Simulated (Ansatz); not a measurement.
An Ansatz input:

```yaml
crystal:
  lattice:
    - [4.3043526927, 0.0, 0.0]
    - [-2.1521763464, 3.7276787787, 0.0]
    - [0.0, 0.0, 2.5615423442]
  atoms:
    - { symbol: Pd, position: [0.0, 0.0, 0.0] }
    - { symbol: Pd, position: [0.3333333333, 0.6666666667, 0.5] }
    - { symbol: Pd, position: [0.6666666667, 0.3333333333, 0.5] }
hamiltonian:
  xc: pbesol
  pseudopotentials:
    kind: paw
    azcp:
      Pd: "pseudopotentials/Pd.paw.azcp"
basis:
  ecutwfc: 420
  fft_grid_basis: typed
kpoints:
  mp_grid: { grid: [9, 9, 13], shift: [0, 0, 0] }
magnetization:
  spin_polarized: false
scf:
  occupations: { method: fermi_dirac, width: 0.1 }
  lower_state_search: "off"
output:
  stress: true
```

Terminal output

```
Warning: the record states the generating functional pbe (its physics header spells it `PBE`), which answers neither for hamiltonian.xc's functional nor for the pbesol family's — results may be inconsistent (PPs are generated against a specific XC)
Engine: ansatz 0.2.0, aarch64-unknown-linux-gnu
Pseudopotentials: kind: paw
Pseudopotential: Pd, paw, valence charge 18, recommended cutoff 420 eV (normal) 
Functional definition: PBEsol
  exchange = pbesol_x
  correlation = pbesol_c
Crystal: 3 atoms, lattice volume = 41.101 Å³
Basis set: ecut = 420 eV, 795 PW (Γ)
Bands: 31, of which v1, the nominal top of the filled ones, is band 27 counted from 1 (26 counted from 0)
Symmetry: 24 space group operations
Space group: P6/mmm (ITA 191), of the structure as read, at distance tolerance 3.5e-5 Å
k-points: 84 of 1053
Non-local potential: Pd, projectors of the file, l = 0: 2, l = 1: 2, l = 2: 2, l = 3: 1
PAW form: soft (Blöchl's): semilocal exchange-correlation on the pseudo side does not see the compensation charge
PAW frozen core: Pd, regenerated for the run's functional, and the local potential with it (the file was generated under x = pbe(κ = 0.804, μ = 0.2195149727645171), c = pbe(β = 0.06672455060314922))
PAW one-centre angular grid: Pd, 590 points (default); XC on 64 Gauss nodes
Initial density: superposition of atomic densities (neutral atoms: chi_scale 0, normalization atom), corrected by the library's trained network
Initial wavefunctions: pseudopotential atomic-orbital guess
Functional: x = pbesol(κ = 0.804, μ = 0.12345679012345678), c = pbesol(β = 0.046)
SCF iter   1: F=—  HF=-20719.458753 eV  |F-HF|=—  |Δ(HF+E_count)|=         —  Δρ=1.16e-2  dr2=4.72e-2  ethr=1.77e-3  ⟨swp⟩=5.3  Hψ=10115  notcnv=0
SCF iter   2: F=—  HF=-20719.451167 eV  |F-HF|=—  |Δ(HF+E_count)|=   7.59e-3  Δρ=5.79e-3  dr2=1.59e-2  ethr=8.75e-5  ⟨swp⟩=1.2  Hψ=3370  notcnv=0
SCF iter   3: F=—  HF=-20719.448354 eV  |F-HF|=—  |Δ(HF+E_count)|=   2.81e-3  Δρ=8.81e-4  dr2=2.81e-4  ethr=2.94e-5  ⟨swp⟩=2.4  Hψ=3744  notcnv=0
SCF iter   4: F=—  HF=-20719.448309 eV  |F-HF|=—  |Δ(HF+E_count)|=   4.48e-5  Δρ=3.05e-4  dr2=4.59e-5  ethr=5.21e-7  ⟨swp⟩=2.0  Hψ=3884  notcnv=0
SCF iter   5: F=—  HF=-20719.448306 eV  |F-HF|=—  |Δ(HF+E_count)|=   2.66e-6  Δρ=3.92e-5  dr2=2.69e-7  ethr=8.50e-8  ⟨swp⟩=1.1  Hψ=2625  notcnv=0
SCF iter   6: F=-20719.448306 eV  HF=-20719.448306 eV  |F-HF|=1.17e-8  |Δ(HF+E_count)|=   5.04e-9  Δρ=6.87e-6  dr2=1.30e-8  ethr=1.85e-10  ⟨swp⟩=4.0  Hψ=8842  notcnv=0
SCF 1 converged in 6 iterations: F = -20719.448306 eV  dr2 = 1.30e-8
SCF converged after 6 iterations
Free energy (F): -20719.448306 eV
Harris-Foulkes:  -20719.448306 eV  (|F-HF|=1.17e-8)
Internal energy: -20719.282214 eV  (E = F + TS)
E sigma→0 (E₀):  -20719.365260 eV
Entropy (-TS):   -0.166092 eV (-55.364 meV/atom)
Fermi energy:    21.734164 eV
--- Per-component energies (eV) ---
  E_band       = -321.092977
  E_kinetic    = 1548.350974
  E_local      = -4961.758881  (includes V_loc(G=0)·N_el)
  E_nonlocal   = 658.084948
  E_hartree    = 2030.924234
  E_xc         = -506.133225
  E_vxc        = -637.644826  (∫ρ·V_xc dr)
  E_paw        = -11055.245758  (= ΣΔE_a)
  E_vpaw       = -989.977827  (= ΣTr[D̂ρ^β])
  E_aug_tail   = 0.000677  (compensation charges beyond the density's cutoff)
  E_ewald      = -8434.412755
  E_core_change = 0.907572  (= ΣΔE_core)
  E_smearing   = -0.166092  (= −TS)
  E_closure    = 0.000000  (closes the sum)
  Σ components = -20719.448306   (vs F -20719.448306, Δ=0.00e0)
--- Stress (GPa, compression-positive) ---
       20.195966      -0.000000       0.000000
       -0.000000      20.195966      -0.000000
       -0.000000      -0.000000      20.546165
  P = ⅓ Tr σ = 20.3127 GPa (203.127 kbar)
```
